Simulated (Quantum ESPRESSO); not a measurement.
# Band energies of GeTe monolayer

```xyz
2
Lattice="3.8353 0.0000 0.0000 -1.9176 3.3214 0.0000 0.0000 0.0000 14.4000" Properties=species:S:1:pos:R:3 pbc="T T T"
Ge     0.0000     2.2143     0.7724
Te     0.0000     0.0000    -0.7724
```

norm-conserving LDA (Quantum ESPRESSO, 82 Ry, no spin-orbit coupling); path ΓMKΓ; energies in eV from the valence-band maximum.

| k (1/Å) | point | band 11 | band 12 | band 13 | band 14 | band 15 | band 16 | band 17 | band 18 |
|---|---|---|---|---|---|---|---|---|---|
| 0.00 | Γ | -12.57 | -6.48 | -0.63 | 0.00 | 0.00 | 2.07 | 3.54 | 3.54 |
| 0.11 |  | -12.53 | -6.47 | -0.68 | -0.31 | -0.08 | 2.34 | 3.46 | 3.61 |
| 0.32 |  | -12.26 | -6.43 | -2.00 | -0.57 | -0.43 | 2.20 | 3.96 | 4.02 |
| 0.53 |  | -11.74 | -6.62 | -3.13 | -1.12 | -0.51 | 1.62 | 3.91 | 4.26 |
| 0.74 |  | -11.11 | -7.27 | -3.33 | -1.52 | -1.08 | 1.72 | 3.22 | 4.26 |
| 0.95 | M | -10.75 | -7.71 | -3.16 | -1.65 | -1.51 | 1.98 | 2.85 | 4.23 |
| 1.16 |  | -10.65 | -7.71 | -3.28 | -2.26 | -1.40 | 2.51 | 3.14 | 3.85 |
| 1.38 |  | -10.43 | -7.76 | -3.83 | -2.27 | -1.46 | 1.90 | 3.94 | 4.21 |
| 1.49 | K | -10.38 | -7.79 | -3.94 | -2.18 | -1.52 | 1.79 | 4.15 | 4.17 |
| 1.59 |  | -10.44 | -7.75 | -3.85 | -2.30 | -1.42 | 1.88 | 3.85 | 4.36 |
| 1.79 |  | -10.89 | -7.33 | -3.26 | -2.81 | -0.89 | 2.44 | 3.11 | 4.59 |
| 1.99 |  | -11.52 | -6.74 | -3.04 | -2.25 | -0.46 | 2.53 | 3.27 | 4.47 |
| 2.19 |  | -12.08 | -6.45 | -2.41 | -1.16 | -0.37 | 2.53 | 3.46 | 4.43 |
| 2.39 |  | -12.44 | -6.45 | -1.13 | -0.46 | -0.30 | 2.62 | 3.34 | 3.87 |
| 2.58 | Γ | -12.57 | -6.48 | -0.63 | 0.00 | 0.00 | 2.07 | 3.54 | 3.54 |

The LDA gap is indirect, 1.59 eV, from Γ to 67 % of the way from Γ to M; the smallest direct gap is 2.07 eV.

Without spin-orbit coupling, band edges of such heavy elements can be off by tenths of an eV.

Geometry relaxed with LDA.

This is a model layer cut from the bulk structure; whether it is stable on its own was not checked.
